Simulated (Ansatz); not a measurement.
CaS:
```cif
data_CaS
_chemical_formula_sum 'Ca1 S1'
_space_group_name_H-M_alt 'P 1'
_space_group_IT_number 1
_cell_length_a 3.98318
_cell_length_b 3.98318
_cell_length_c 3.98318
_cell_angle_alpha 60.000
_cell_angle_beta 60.000
_cell_angle_gamma 60.000
loop_
_space_group_symop_operation_xyz
  'x, y, z'
loop_
_atom_site_label
_atom_site_type_symbol
_atom_site_fract_x
_atom_site_fract_y
_atom_site_fract_z
_atom_site_occupancy
Ca1 Ca 0.00000 0.00000 0.00000 1
S1 S 0.50000 0.50000 0.50000 1
```

Relaxed with PBEsol.

### Question
Give the optical modes at the zone centre with their infrared activity from DFPT, DFT-PBEsol in the program Ansatz with PAW potentials.

### Answer
Transverse frequencies, without the LO–TO term; a row sums one degenerate level.

```
ω (cm⁻¹)  degeneracy  IR ((D/Å)²/amu)  activity  symmetry
--------  ----------  ---------------  --------  --------
230                3            21.45        IR       T1u
```

### Question
How high does the top mode go among those that the LO–TO term moves?

### Answer
344 cm⁻¹ for q along x.

Space group Fm-3m (rock salt). Symmetry was held in the PBEsol relaxation; of distortions, only those at the zone centre were tested.

Potentials: the later of the program's two PAW sets.
